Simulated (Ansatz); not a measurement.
In$_{2}$O$_{3}$:
```xyz
10
Lattice="2.7539 1.5899 4.8541 -2.7539 1.5899 4.8541 0.0000 -3.1799 4.8541" Properties=species:S:1:pos:R:3 pbc="T T T"
In     0.0000     0.0000     2.0817
In     0.0000     0.0000    12.4806
In     0.0000     0.0000     5.1995
In     0.0000     0.0000     9.3629
O      0.8168    -1.7651     8.4947
O     -0.8168     1.7651     6.0677
O      1.1203     1.5899     8.4947
O     -1.1203    -1.5899     6.0677
O     -1.9371     0.1752     8.4947
O      1.9371    -0.1752     6.0677
```

Relaxed with r²SCAN. Independent-particle spectrum: no excitons, no local fields, no scissors shift; 0.1 eV broadening; ε₁ of the summed bands alone.

Question: Tabulate the dielectric function from r²SCAN (plane waves, PAW; program Ansatz).

Answer: 

```tsv
E (eV)	ε₁ xx	ε₂ xx	ε₁ zz	ε₂ zz
0.0	4.21	0.00	4.01	0.00
0.5	4.24	0.00	4.03	0.00
1.0	4.31	0.00	4.10	0.00
1.5	4.45	0.00	4.25	0.00
2.0	4.79	0.04	4.59	0.01
2.5	5.29	0.43	5.00	0.85
3.0	5.07	1.21	4.60	1.25
3.5	4.80	1.47	4.35	1.41
4.0	4.65	1.62	4.18	1.50
4.5	4.57	1.76	4.10	1.57
5.0	4.56	1.93	4.09	1.67
5.5	4.65	2.15	4.16	1.82
6.0	4.92	2.62	4.23	2.16
6.5	4.24	3.72	4.46	3.68
7.0	3.58	3.91	2.75	3.12
7.5	2.88	3.58	2.34	2.38
8.0	3.47	3.41	2.85	1.87
8.5	1.57	4.72	3.39	2.58
9.0	1.32	4.12	2.98	3.19
9.5	0.72	2.73	1.95	3.47
10.0	1.40	2.78	2.95	3.33
10.5	1.30	2.77	1.42	2.91
11.0	1.29	2.22	1.57	2.74
11.5	1.65	2.76	1.54	2.74
12.0	1.26	2.75	1.94	3.42
```

Question: From ε at 2.4 eV (xx: 5.14 + 0.29i), find n, k, the normal reflectivity and the absorption coefficient.

Answer: n = 2.27, k = 0.064, R = 15 %, α = 2kE/ħc = 16000 cm⁻¹.

With all bands, ε∞ without local fields is 4.49 (xx = yy), 4.29 (zz).

Space group R-3c (corundum). The workflow started from a Materials Project entry (that database holds measured and hypothetical structures alike); the Crystallography Open Database files this formula in space group No. 167, but the cells were not matched. It is not the phase usual at ambient conditions (space group No. 206). Symmetry was held in the r²SCAN relaxation; its stability against distortions is not shown here. Scalar-relativistic: spin–orbit coupling is off unless named, which matters more the heavier the elements.

Potentials: the later of the program's two PAW sets.
